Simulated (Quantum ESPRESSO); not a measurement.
## Si4O6FN (input and log of a self-consistent run)

A calculation, not a measurement. The program is pw.x of Quantum ESPRESSO 7.5 (plane-wave density functional theory). The cell is made up: 12 atoms on a rutile lattice, with randomly drawn elements, strain and displacements, not relaxed. PseudoDojo standard norm-conserving files (v0.5 for PBE, v0.4.1 for LDA and PBEsol) set the functional; there is no spin polarisation, spin-orbit coupling or dispersion term, and the masses in the input are unused placeholders.

Input:

```
&control calculation='scf', pseudo_dir='./dojo.nc.sr.pbe.v0_5.standard.upf', outdir='./o', disk_io='low', tprnfor=.true., tstress=.true. /
&system ibrav=0, nat=12, ntyp=4, nbnd=38, ecutwfc=84.00895049, nosym=.true., tot_charge=0,
 occupations='smearing', smearing='fd', degauss=0.0018374661
/
&electrons conv_thr=7.350e-09, electron_maxstep=60, /
ATOMIC_SPECIES
F 1.0 F.upf
N 1.0 N.upf
O 1.0 O.upf
Si 1.0 Si.upf
CELL_PARAMETERS angstrom
4.1986 0.0631 0.0483
0.0631 4.2999 0.0222
0.0614 0.0283 5.4145
ATOMIC_POSITIONS angstrom
Si -0.0341 0.0261 -0.0208
Si 2.1282 2.2172 1.3622
Si 0.0471 0.0122 2.7005
Si 2.2224 2.1768 4.0936
O 1.3032 1.4239 0.0379
O 2.9705 2.994 0.0123
O 3.3288 0.8743 1.3912
F 0.8048 3.5102 1.38
N 1.2858 1.3288 2.6699
O 3.0395 3.0746 2.8028
O 3.4281 0.9253 4.1504
O 0.9459 3.4454 4.0906
K_POINTS automatic
5 5 4 1 1 1
```

The log is shortened where brackets say so; the opening notice, blank lines, dates and the lines on written files are dropped, and the path of the files is cut. It prints rydbergs, bohrs and kilobars, and counts compression as positive stress. With no partly filled state, the Fermi energy that it prints is only some level between the filled and the empty states on the mesh, and need not lie in the true gap.

```
     Program PWSCF v.7.5
     Parallel version (MPI & OpenMP), running on       4 processor cores
     Number of MPI processes:                 4
     Threads/MPI process:                     1
     [start-up lines left out]
     bravais-lattice index     =            0
     lattice parameter (alat)  =       7.9356  a.u.
     unit-cell volume          =     659.4083 (a.u.)^3
     number of atoms/cell      =           12
     number of atomic types    =            4
     number of electrons       =        64.00
     number of Kohn-Sham states=           38
     kinetic-energy cutoff     =      84.0090  Ry
     charge density cutoff     =     336.0358  Ry
     scf convergence threshold =      7.3E-09
     mixing beta               =       0.7000
     number of iterations used =            8  plain     mixing
     Exchange-correlation= PBE
                           (   1   4   3   4   0   0   0)
     [axes and pseudopotential details left out]
   Cartesian axes
     site n.     atom                  positions (alat units)
         1        Si     tau(   1) = (  -0.0081203   0.0062152  -0.0049531  )
         2        Si     tau(   2) = (   0.5067925   0.5279862   0.3243834  )
         3        Si     tau(   3) = (   0.0112160   0.0029052   0.6430754  )
         4        Si     tau(   4) = (   0.5292245   0.5183657   0.9748171  )
         5        O      tau(   5) = (   0.3103336   0.3390761   0.0090252  )
         6        O      tau(   6) = (   0.7073711   0.7129672   0.0029290  )
         7        O      tau(   7) = (   0.7926937   0.2081988   0.3312892  )
         8        F      tau(   8) = (   0.1916486   0.8358909   0.3286221  )
         9        N      tau(   9) = (   0.3061901   0.3164298   0.6357886  )
        10        O      tau(  10) = (   0.7238022   0.7321606   0.6674363  )
        11        O      tau(  11) = (   0.8163403   0.2203435   0.9883430  )
        12        O      tau(  12) = (   0.2252490   0.8204599   0.9741027  )
     number of k points=    50  Fermi-Dirac smearing, width (Ry)=  0.0018
                       cart. coord. in units 2pi/alat
        k(    1) = (   0.0974823   0.0957389   0.0953411), wk =   0.0400000
        k(    2) = (   0.0952660   0.0947702   0.2892651), wk =   0.0400000
     [further k points left out]
     Dense  grid:    68605 G-vectors     FFT dimensions: (  48,  48,  60)
     Estimated max dynamical RAM per process >     162.41 MB
     Estimated total dynamical RAM >     599.38 MB
     Initial potential from superposition of free atoms
     starting charge      63.9975, renormalised to      64.0000
     Starting wfcs are   48 randomized atomic wfcs
     total cpu time spent up to now is        4.7 secs
     per-process dynamical memory:   130.6 Mb
     Self-consistent Calculation
     iteration #  1     ecut=    84.01 Ry     beta= 0.70
     Davidson diagonalization with overlap
     ethr =  1.00E-02,  avg # of iterations =  3.0
     total cpu time spent up to now is       13.2 secs
     total energy              =    -301.96218011 Ry
     estimated scf accuracy    <       2.64962333 Ry
     iteration #  2     ecut=    84.01 Ry     beta= 0.70
     Davidson diagonalization with overlap
     ethr =  4.14E-03,  avg # of iterations =  3.0
     total cpu time spent up to now is       21.8 secs
     total energy              =    -302.65562771 Ry
     estimated scf accuracy    <       1.94913327 Ry
     iteration #  3     ecut=    84.01 Ry     beta= 0.70
     Davidson diagonalization with overlap
     ethr =  3.05E-03,  avg # of iterations =  2.1
     total cpu time spent up to now is       28.8 secs
     total energy              =    -303.04122664 Ry
     estimated scf accuracy    <       0.08716728 Ry
     iteration #  4     ecut=    84.01 Ry     beta= 0.70
     Davidson diagonalization with overlap
     ethr =  1.36E-04,  avg # of iterations =  4.9
     total cpu time spent up to now is       39.6 secs
     total energy              =    -303.06338049 Ry
     estimated scf accuracy    <       0.00570636 Ry
     iteration #  5     ecut=    84.01 Ry     beta= 0.70
     Davidson diagonalization with overlap
     ethr =  8.92E-06,  avg # of iterations =  9.2
     total cpu time spent up to now is       50.0 secs
     total energy              =    -303.06423958 Ry
     estimated scf accuracy    <       0.00186131 Ry
     iteration #  6     ecut=    84.01 Ry     beta= 0.70
     Davidson diagonalization with overlap
     ethr =  2.91E-06,  avg # of iterations =  4.1
     total cpu time spent up to now is       57.6 secs
     total energy              =    -303.06437146 Ry
     estimated scf accuracy    <       0.00033344 Ry
     iteration #  7     ecut=    84.01 Ry     beta= 0.70
     Davidson diagonalization with overlap
     ethr =  5.21E-07,  avg # of iterations =  2.1
     total cpu time spent up to now is       64.8 secs
     total energy              =    -303.06442512 Ry
     estimated scf accuracy    <       0.00002527 Ry
     iteration #  8     ecut=    84.01 Ry     beta= 0.70
     Davidson diagonalization with overlap
     ethr =  3.95E-08,  avg # of iterations =  2.0
     total cpu time spent up to now is       72.0 secs
     total energy              =    -303.06443031 Ry
     estimated scf accuracy    <       0.00000367 Ry
     iteration #  9     ecut=    84.01 Ry     beta= 0.70
     Davidson diagonalization with overlap
     ethr =  5.73E-09,  avg # of iterations =  3.0
     total cpu time spent up to now is       79.8 secs
     total energy              =    -303.06443114 Ry
     estimated scf accuracy    <       0.00000131 Ry
     iteration # 10     ecut=    84.01 Ry     beta= 0.70
     Davidson diagonalization with overlap
     ethr =  2.05E-09,  avg # of iterations =  2.0
     total cpu time spent up to now is       86.4 secs
     total energy              =    -303.06443115 Ry
     estimated scf accuracy    <       0.00000023 Ry
     iteration # 11     ecut=    84.01 Ry     beta= 0.70
     Davidson diagonalization with overlap
     ethr =  3.53E-10,  avg # of iterations =  2.0
     total cpu time spent up to now is       93.8 secs
     End of self-consistent calculation
          k = 0.0975 0.0957 0.0953 (  8564 PWs)   bands (ev):
   -18.5163 -11.4375  -9.5629  -9.1151  -8.6902  -8.4320  -8.0169  -3.1044
    -1.8682  -1.1142   0.0536   1.1168   1.9217   2.3664   3.1842   3.6216
     4.0260   4.1537   4.5175   4.7262   5.2339   5.6711   5.8581   6.8006
     6.9691   7.2290   7.5992   8.2145   8.8935   9.2325   9.4336  11.6051
    14.4438  16.3476  17.5846  17.7741  18.4621  18.9551
     [levels at the other k points left out]
     the Fermi energy is    13.1425 ev
!    total energy              =    -303.06443122 Ry
     estimated scf accuracy    <          6.7E-09 Ry
     smearing contrib. (-TS)   =       0.00000000 Ry
     internal energy E=F+TS    =    -303.06443122 Ry
     The total energy is F=E-TS. E is the sum of the following terms:
     one-electron contribution =     -36.54083919 Ry
     hartree contribution      =      66.72892531 Ry
     xc contribution           =     -81.49925310 Ry
     ewald contribution        =    -251.75326423 Ry
     convergence has been achieved in  11 iterations
     Forces acting on atoms (cartesian axes, Ry/au):
     atom    1 type  4   force =    -0.05391821    0.08623148   -0.11206533
     atom    2 type  4   force =     0.06016083   -0.17864379    0.09425489
     atom    3 type  4   force =    -0.04255893    0.15433640    0.15038269
     atom    4 type  4   force =    -0.08131287   -0.04924308   -0.09686187
     atom    5 type  3   force =    -0.03490743   -0.04006700    0.00779628
     atom    6 type  3   force =     0.00755675    0.04749694    0.07747463
     atom    7 type  3   force =     0.08570965   -0.07213193   -0.04796754
     atom    8 type  1   force =     0.04163672   -0.03060483   -0.06278237
     atom    9 type  2   force =     0.03658344    0.05263737    0.01386148
     atom   10 type  3   force =    -0.00172531    0.00803972   -0.07357013
     atom   11 type  3   force =     0.03010740   -0.05224225    0.00215327
     atom   12 type  3   force =    -0.04733204    0.07419098    0.04732401
     Total force =     0.435949     Total SCF correction =     0.000180
     Computing stress (Cartesian axis) and pressure
          total   stress  (Ry/bohr**3)                   (kbar)     P=       41.88
   0.00045733  -0.00139528  -0.00025347           67.27     -205.25      -37.29
  -0.00139528  -0.00013739  -0.00016052         -205.25      -20.21      -23.61
  -0.00025347  -0.00016052   0.00053410          -37.29      -23.61       78.57
     init_run     :      4.38s CPU      4.54s WALL (       1 calls)
     electrons    :     88.41s CPU     89.11s WALL (       1 calls)
     forces       :      2.13s CPU      2.13s WALL (       1 calls)
     stress       :      7.70s CPU      7.73s WALL (       1 calls)
     [timing details left out]
     PWSCF        :   1m42.83s CPU   1m43.78s WALL
     JOB DONE.
```

In other units: free energy -4123.402 eV for the cell, pressure 4.19 GPa, largest force component 4.593 eV/Å. A rerun of this cell at a cutoff of 1437 eV and k mesh 7 x 7 x 6 moved values by no more than 0.003 eV in energy, 0.04 GPa in stress and 0.003 eV/Å in force.